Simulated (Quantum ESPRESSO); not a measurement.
Ti2ZrO4F4, convergence and cost over cutoff and k mesh

Simulated, not a measurement. The program is pw.x of Quantum ESPRESSO 7.5 (plane-wave density functional theory). The cell is made up: 11 atoms on a rutile lattice with one site empty, with randomly drawn elements, strain and displacements, not relaxed. PseudoDojo standard norm-conserving files (v0.5 for PBE, v0.4.1 for LDA and PBEsol) set the functional; there is no spin polarisation, spin-orbit coupling or dispersion term, and the masses in the input are unused placeholders.

Input of the run in row 2:

```
&control calculation='scf', pseudo_dir='./dojo.nc.sr.pbe.v0_5.standard.upf', outdir='./o', disk_io='low', tprnfor=.true., tstress=.true. /
&system ibrav=0, nat=11, ntyp=4, nbnd=50, ecutwfc=84.00895049, nosym=.true., tot_charge=0,
 occupations='smearing', smearing='fd', degauss=0.0018374661
/
&electrons conv_thr=7.350e-09, electron_maxstep=60, /
ATOMIC_SPECIES
F 1.0 F.upf
O 1.0 O.upf
Ti 1.0 Ti.upf
Zr 1.0 Zr.upf
CELL_PARAMETERS angstrom
4.84 0.0575 -0.0799
0.0575 4.7419 -0.0256
-0.1032 -0.0331 6.2334
ATOMIC_POSITIONS angstrom
Ti -0.0411 0.0118 -0.0126
Zr 2.4305 2.4046 1.4588
Ti -0.0213 -0.0073 3.1878
O 1.5096 1.452 -0.0488
O 3.39 3.3752 -0.0505
F 3.8431 0.9217 1.4657
F 0.9583 3.88 1.5053
O 1.3957 1.4867 3.0733
F 3.3734 3.2911 3.07
F 3.8889 0.9235 4.621
O 0.8817 3.8016 4.706
K_POINTS automatic
5 5 4 1 1 1
```

The same cell was run at these settings. Meshes are shifted by half a step, and differences are from the last row, which is itself not exact.

| cutoff (eV) | k mesh | k points solved | threshold (eV) | free energy less the last row's (eV) | pressure (GPa) | largest stress difference (GPa) | largest force difference (eV/Å) | iterations | wall time (s) | k-point pools | processor |
| --- | --- | --- | --- | --- | --- | --- | --- | --- | --- | --- | --- |
| 800 | 2 x 2 x 2 | 4 | 1e-04 | 1.792 | -21.60 | 15.02 | 0.089 | 16 | 26 | 4 | Intel Xeon, older |
| 1143 | 5 x 5 x 4 | 50 | 1e-07 | 0.003 | -6.64 | 0.03 | 0.002 | 23 | 365 | 4 | Intel Xeon, older |
| 1467 | 7 x 7 x 6 | 147 | 1e-07 | 0.000 | -6.62 | 0.00 | 0.000 | 20 | 813 | 4 | AMD EPYC, Zen 5 class |

Each pool is one process. Wall times include start-up and a band step at six k points, which weighs most on the coarsest meshes. The runs were on shared virtual cores whose load varied, so times are rough.